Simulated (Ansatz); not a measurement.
**Sensitivity of the gradients in La to the input**

Cell: an entry of the Crystallography Open Database (COD), whose atoms a relaxation with PBE at fixed cell left in place.

```
La
1.0
     3.77000    0.00000    0.00000
    -1.88500    3.26492    0.00000
     0.00000    0.00000   12.15900
La
4
Direct
  0.00000 0.00000 0.00000
  0.00000 0.00000 0.50000
  0.33333 0.66667 0.75000
  0.66667 0.33333 0.25000
```

Atoms are numbered from 1 in the order listed; like atoms form one site, named after its first atom.

Reference run. Computed with Ansatz: DFT, PBE, plane waves and PAW, scalar-relativistic, 420 eV cutoff, Γ-centred 9×9×3 k-points, Fermi–Dirac smearing 0.05 eV.

Task: The input is changed as follows: `kpoints.mp_grid.grid`: [9, 9, 3] → [7, 7, 2]. What happens to V_zz (10²¹ V/m²) and η?

Result: 

```tsv
site	atom	V_zz reference	η reference	V_zz changed	η changed
La1	1	0.96	0.00	0.86	0.00
La3	3	1.87	0.00	2.33	0.00
```

The largest change of V_zz is on La3, from 1.87 to 2.33. In the changed run the k-mesh is coarser than the standard one, so its values aren't converged ones.

On the reference run: With no gap above 0.1 eV, as in a metal, the gradients converge slowly in k; expect changes of a tenth or more on a denser mesh. Without spin–orbit coupling (the program notes it for La) the gradients can shift somewhat, as the gap is small.
